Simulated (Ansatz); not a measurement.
With PBEsol (plane waves, PAW; program Ansatz), Re in the diamond structure (Fd-3m) relaxes to a = 5.594 Å. Re has 4 nearest neighbours from 2.42 Å (tetrahedral).

Electronic character: metallic (no gap). Gap from PBEsol with spin–orbit coupling: none (metallic).

An equation-of-state fit gives a bulk modulus of 191 GPa. The relaxed-ion elastic constants in GPa are C11 = 210, C12 = 182, C44 = -62.2. The highest mode at Γ lies at 211 cm⁻¹.

The start of the workflow was typed in or built on a structure type; neither database checked (COD, Materials Project) lists it. It is not the phase usual at ambient conditions (space group No. 194). The cell was relaxed with PBEsol under the symmetry of its start. At this level the phase is mechanically unstable. The run is not spin-polarised. As this level gives no gap, shear constants depend on the k-mesh and smearing (Fermi–Dirac, 0.1 eV here). As this level gives no gap, phonon frequencies hold no LO–TO term and depend on the k-mesh and smearing (Fermi–Dirac, 0.1 eV here). Spin–orbit coupling is left out wherever it is not named.

Potentials: the later of the program's two PAW sets.
